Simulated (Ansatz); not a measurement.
The start is a generated cell, Rh placed in the AFLOW prototype A_cI16_206_c (as in Si). The structure is fully relaxed (lattice and positions, P = 0) with PBE (plane waves to 420 eV, PAW, scalar-relativistic; Ansatz, an electronic-structure program). First-step values are on the input's coarse k-mesh.

Ansatz input (later rounds restart from its end on a renewed k-mesh):
Ansatz 0.2 input:
```yaml
crystal:
  lattice:
    - [-3.0160621, 3.0160621, 3.0160621]
    - [3.0160621, -3.0160621, 3.0160621]
    - [3.0160621, 3.0160621, -3.0160621]
  atoms:
    - { symbol: Rh, position: [0.2998, 0.2998, 0.2998] }
    - { symbol: Rh, position: [0.5, 0, 0.2002] }
    - { symbol: Rh, position: [0, 0.2002, 0.5] }
    - { symbol: Rh, position: [0.2002, 0.5, 0] }
    - { symbol: Rh, position: [0.7002, 0.7002, 0.7002] }
    - { symbol: Rh, position: [0.5, 0, 0.7998] }
    - { symbol: Rh, position: [0, 0.7998, 0.5] }
    - { symbol: Rh, position: [0.7998, 0.5, 0] }
basis: { ecutwfc: 420, ecutrho_ratio: 4, xc_grid: 2, fft_grid_basis: typed }
kpoints: { mp_grid: { grid: [8, 8, 8] } }
hamiltonian:
  xc: pbe
  dispersion: none
  pseudopotentials: { azcp: { folder: ./paw }, kind: paw }
scf: { occupations: { method: fermi_dirac, width: 0.05 } }
relax: { f_tol: 0.01, max_steps: 100, cell: { stress_tol: 0.02 } }
output: { forces: true, stress: true }
```

**Question.** How much energy is released per atom?

**Answer.** About 1.5 eV/atom.

**Question.** How does the volume per atom move from start to end?

**Answer.** +29.3 %, from 13.72 to 17.74 Å³/atom.

**Question.** How do the shortest distances between atoms change?

**Answer.** The closest pairs of elements (up to four, under 3.6 Å), start → end: Rh–Rh 2.09 → 2.32 Å.

**Question.** Is the relaxed structure metallic? Give its gap.

**Answer.** Zero (metallic).

**Question.** Write out the relaxed structure.

**Answer.** 
```cif
data_Rh16
_chemical_formula_sum 'Rh16'
_space_group_name_H-M_alt 'Ia-3d'
_space_group_IT_number 230
_space_group_name_Hall '-I 4bd 2c 3'
_cell_length_a 6.57174
_cell_length_b 6.57174
_cell_length_c 6.57174
_cell_angle_alpha 90.000
_cell_angle_beta 90.000
_cell_angle_gamma 90.000
loop_
_atom_site_label
_atom_site_type_symbol
_atom_site_symmetry_multiplicity
_atom_site_Wyckoff_symbol
_atom_site_fract_x
_atom_site_fract_y
_atom_site_fract_z
_atom_site_occupancy
Rh1 Rh 16 b 0.12500 0.12500 0.12500 1
```
(The calculation used a cell of 8 atoms; values per cell refer to that cell.)

Final values are on a 10×10×10 k-mesh of the relaxed cell. The start holds a very short contact (Rh–Rh 2.09 Å). No spin polarisation in the result.

The run could not lose the symmetry of its start: the end is stationary, and may be a saddle point rather than a minimum.

The relaxed structure here is a generated cell of Rh: the first start was made by placing the elements on the sites of a structure type, and the end was not matched to a known phase here, so it may be hypothetical. Known forms of Rh include space group No. 225.
